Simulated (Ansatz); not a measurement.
The relaxed structure here is a generated cell of ZrN: the first start was made by a random draw of sites in a space group, and the end was not matched to a known phase here, so it may be hypothetical. Known forms of ZrN include space group No. 225.

One stationary structure of ZrN. The numbers are results of PBE (plane waves to 420 eV, PAW, scalar-relativistic; Ansatz, a first-principles code), not measurements.

```
CELL_PARAMETERS angstrom
      3.09402     0.00000     0.00000
      0.00000     3.09402     0.00000
      0.00000     0.00000     3.50914
ATOMIC_POSITIONS crystal
  N  0.00000 0.00000 0.00000
  Zr 0.50000 0.50000 0.00000
```

### Question
Find the space group and the Wyckoff positions (tolerance 0.01 Å).

### Answer
Space group P4/mmm (No. 123); a = b = 3.094 Å, c = 3.509 Å, α = β = γ = 90.00°

```tsv
atom	site	symmetry	x	y	z
N	1a	4/mmm	0.0000	0.0000	0.0000
Zr	1c	4/mmm	0.5000	0.5000	0.0000
```

### Question
Give the shortest distances between elements (the closest pairs, up to four, under 3.6 Å).

### Answer
N–Zr 2.19 Å; Zr–Zr 3.09 Å; N–N 3.09 Å.

The volume per atom is 16.80 Å³ and the band gap is no gap (metallic).

No spin polarisation in the result. The relaxed primitive cell holds an odd number of electrons. A magnetic state may lie lower.

The run could not lose the symmetry of its start, so the end can be a saddle point.
